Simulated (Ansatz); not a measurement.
Values for one crystal, relaxed and computed with plane-wave PAW r²SCAN (Ansatz code); other levels are named.

| Property | Value |
|---|---|
| Volume per atom | 27.72 Å³ |
| Electronic character | metallic (no gap) |
| Formation energy from the elements (no fitted shifts) | -901 meV/atom |
| Density of states at the Fermi level | 0.60 states/eV per atom (mean over ±0.08 eV) |

Task: Pick the material that matches.
A) LaAl2, cubic Laves (MgCu2 type)
B) InPd, CsCl type
C) LaAu, Cmcm (La on 4c, Au on 4c)
D) Na2Au, I4/mcm (Na on 8h, Au on 4a)

Result: C, LaAu, Cmcm (La on 4c, Au on 4c)

The first step of the workflow began from a Materials Project structure, measured or hypothetical; the Crystallography Open Database copy checked does not list it. Whether it is the stable phase at ambient conditions was not checked. The r²SCAN relaxation kept the symmetry of its start; whether a distortion lowers the energy is not shown. The references are the lowest solids computed at this level, not always the standard phases. Scalar-relativistic: spin–orbit coupling is off unless named, which matters more the heavier the elements.

Potentials: the later of the program's two PAW sets.
